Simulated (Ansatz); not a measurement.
The relaxed structure here is a generated cell of FeSi: the first start was made by placing the elements on the sites of a structure type, and the end was not matched to a known phase here, so it may be hypothetical.

One starting cell of FeSi (a generated cell, FeSi built in the WC structure type) was relaxed twice with Ansatz (plane waves, PAW, scalar-relativistic): with r2SCAN at 500 eV and with PBE at 420 eV. The r2SCAN result:

```xyz
2
Lattice="2.8233 0.0000 0.0000 -1.4116 2.4450 0.0000 0.0000 0.0000 3.4178" Properties=species:S:1:pos:R:3 pbc="T T T"
Fe     0.0000     0.0000     0.0000
Si     0.0000     1.6300     1.7089
```

```json
[
 {"quantity": "space group", "r2SCAN": "P-6m2", "PBE": "P-6m2"},
 {"quantity": "volume (Å³/atom)", "r2SCAN": "11.80", "PBE": "?"},
 {"quantity": "a (Å)", "r2SCAN": "2.823", "PBE": "?"},
 {"quantity": "c (Å)", "r2SCAN": "3.418", "PBE": "?"},
 {"quantity": "gap (eV, no spin-orbit coupling)", "r2SCAN": "0.00", "PBE": "?"},
 {"quantity": "spin order", "r2SCAN": "ferromagnetic", "PBE": "?"},
 {"quantity": "net moment (μB/atom)", "r2SCAN": "0.86", "PBE": "?"}
]
```

Question: What does PBE give for the same quantities?

Answer: 
- volume (Å³/atom), PBE: 11.35
- a (Å), PBE: 2.736
- c (Å), PBE: 3.504
- gap (eV, no spin-orbit coupling), PBE: 0.00
- spin order, PBE: ferromagnetic
- net moment (μB/atom), PBE: 0.34

Both levels end in the same structure; PBE's volume is 3.8 % smaller. Neither column is exact.

Spin states reached: ferromagnetic; spin orders were not searched systematically. r2SCAN tends to overstate moments in metals.

The run could not lose the symmetry of its start; a randomly shaken copy of 4 atoms returns to this structure.

All atoms sit on sites fixed by symmetry, so only the cell could relax.

Ansatz is a first-principles code.
